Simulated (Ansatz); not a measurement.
One crystal and one scan (frozen-phonon scan) at two levels, PBE (plane waves to 420 eV, PAW, scalar-relativistic; Ansatz, an electronic-structure program) and r2SCAN (plane waves to 500 eV, PAW, scalar-relativistic; Ansatz), each from its own relaxed cell and on its own mesh. The cell shown is that of PBE.

Starting cell, PbS (rock salt):

```
PbS
1.0
    0.00000     6.00904     6.00904
    3.00452     0.00000     3.00452
    3.00452     3.00452     0.00000
S Pb
2 2
Cartesian
  0.00000   0.00000   0.00000
  3.00452   3.00452   6.00904
  3.00452   3.00452   3.00452
  3.00452   6.00904   6.00904
```

A phonon eigenvector at L = (0.5, 0.0, 0.0) is frozen into this cell: atom i moves by Q times the vector below, so Q is the largest atomic displacement, in Å. The cell is held. It is one choice among 2 degenerate patterns. (q is in reciprocal vectors of the primitive cell; the cell shown is doubled to hold the pattern.)

```
atom       x       y       z
----  ------  ------  ------
Pb3    0.285  -0.520   0.805
Pb4   -0.285   0.520  -0.805
```

Atoms not listed stay in place.

PbS was relaxed with its symmetry unable to fall. Spin-orbit coupling is left out, though Pb is heavy. The PAW data are Ansatz's earlier set. Both scans cover Q from -0.180 to 0.180 Å.

ΔE (meV/cell), each from the undisplaced structure of its own level:

| Q (Å) | PBE | r2SCAN |
|---|---|---|
| -0.180 | 57.8 | 59.6 |
| -0.150 | 39.9 | withheld |
| -0.120 | 25.4 | 26.1 |
| -0.090 | 14.2 | 14.6 |
| -0.060 | 6.3 | 6.5 |
| -0.030 | 1.6 | 1.6 |
| 0.000 | 0.0 | 0.0 |
| 0.030 | 1.6 | 1.6 |
| 0.060 | 6.3 | 6.5 |
| 0.090 | 14.2 | 14.6 |
| 0.120 | 25.4 | 26.1 |
| 0.150 | 39.9 | withheld |
| 0.180 | 57.8 | 59.6 |

Task: Estimate the r2SCAN value at 0.150 from the PBE value there and the ratio of the two levels in the two nearest given rows on that side of the minimum.

Result: At 0.120 and 0.180 the ratio r2SCAN/PBE averages 1.029, which gives 1.029 × 39.9 = 41.1 meV/cell. The calculation gives 41.1 meV/cell, +3.0 % against PBE.

(For displaced atoms, the force is minus the slope of the energy, and its curvature is a force constant, which sets phonon frequencies.)
